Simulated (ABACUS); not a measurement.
A self-consistent single point of Hf2Si (I4, 6 atoms in the cell; from Materials Project mp-9938, changed as shown) with ABACUS.

Method: PBEsol, PseudoDojo 0.4 standard norm-conserving PBEsol (tails mended) pseudopotentials (plane waves; ABACUS).

The change in words: atom 6 moved by +0.08 angstrom along z. Reference geometry (I4/mcm):
```
CELL_PARAMETERS angstrom
     -3.27535     3.27535     2.58283
      3.27535    -3.27535     2.58283
      3.27535     3.27535    -2.58283
ATOMIC_POSITIONS crystal
  Hf 0.84351 0.65649 0.50000
  Hf 0.15649 0.34351 0.50000
  Hf 0.65649 0.15649 0.81298
  Hf 0.34351 0.84351 0.18702
  Si 0.75000 0.75000 0.00000
  Si 0.25000 0.25000 0.00000
```

Reference input (self-consistent single point, DFT, PBEsol, plane waves, PseudoDojo 0.4 standard norm-conserving PBEsol (tails mended) pseudopotentials): KPT = Gamma 5 5 5 0 0 0; basis_type = pw; ecutwfc = 58 Ry; smearing_method = mv; smearing_sigma = 0.0199916 Ry; potentials = PseudoDojo 0.4 standard norm-conserving PBEsol (tails mended); symmetry = 1; symmetry_prec = 1e-05; ks_solver = cg; scf_nmax = 100; scf_thr = 1.0e-09 Ry; mixing_type = broyden. This run's input differs from it in these lines:

```diff
@@ -45,3 +45,3 @@
   -0.0000000000    0.0000000000    7.3212478168
-   0.0000000000    0.0000000000    2.4404159389
+  -0.0000000000    0.0000000000    2.5915948255
 # file: KPT
```

Output (repeated stretches shortened):

```
 SELF-CONSISTENT
 -------------------------------------------
                                 init_chg = atomic

 PW ALGORITHM --------------- ION=   1  ELEC=   1--------------------------------
 Notice: Threshold on eigenvalues was too large.

 Density error is 0.140587083185
                          Error Threshold = 0.00018198382324
 E_KohnSham     -468.2883683743      -6371.3901170141
 E_Fermi        1.0402339699         14.1531092435

 PW ALGORITHM --------------- ION=   1  ELEC=   2--------------------------------

 Density error is 0.0253664984298
                          Error Threshold = 0.00025104836283
   [... lines left out ...]

 Density error is 7.97439229892e-09
                          Error Threshold = 5.50539539546e-11
 E_KohnSham     -468.3231815062      -6371.8637739726
 E_Fermi        1.0248405757         13.9436713708

 PW ALGORITHM --------------- ION=   1  ELEC=   8--------------------------------

 Density error is 1.74775069325e-10
                          Error Threshold = 1.42399862481e-11
 E_KohnSham     -468.3231815080      -6371.8637739966
 E_KS(sigma->0) -468.3246055678      -6371.8831493241
 E_entropy(-TS) 0.0028481196         0.0387506549
 E_Fermi        1.0248396501         13.9436587772
 charge density convergence is achieved
 final etot is -6371.863774 eV
 EFERMI = 13.943658777 eV

 STATE ENERGY(eV) AND OCCUPATIONS    NSPIN == 1
   [... 35 lines left out ...]

 TOTAL-FORCE (eV/Angstrom)
                       Hf1         0.1123404728         0.1295080380         0.1255795321
                       Hf2        -0.1123404728        -0.1295080380         0.1255795321
                       Hf3        -0.1295080380         0.1123404728         0.1255795321
                       Hf4         0.1295080380        -0.1123404728         0.1255795321
                       Si1         0.0000000000         0.0000000000         0.1924270367
                       Si2         0.0000000000         0.0000000000        -0.6947451651

 TOTAL-STRESS (KBAR)
       -18.8598893156         0.0000000000         0.0000000000
        -0.0000000000       -18.8598893156        -0.0000000000
        -0.0000000000        -0.0000000000       -24.1463568365
 TOTAL-PRESSURE: -20.622045 KBAR

 --------------------------------------------
 !FINAL_ETOT_IS -6371.8637739966361551 eV
 --------------------------------------------
```

The run converged in 8 iterations. Against the reference run the free energy goes up by 4.6 meV/atom, the pressure goes from -2.19 to -2.06 GPa and the largest force goes from 0.009 to 0.695 eV/Å.

The structure comes from a collection of computed structures, made at another level of theory; the collection holds predicted forms beside known ones. No clean gap shows at this smearing width and mesh (spacing up to 0.31 Å⁻¹); the mesh is coarse for partly filled bands, so the values carry mesh errors.

Cost on one core: about 5 core-minutes (a rough figure).

“Tails mended”: in these copies of the files the far tail of each local potential was reset to the Coulomb form.
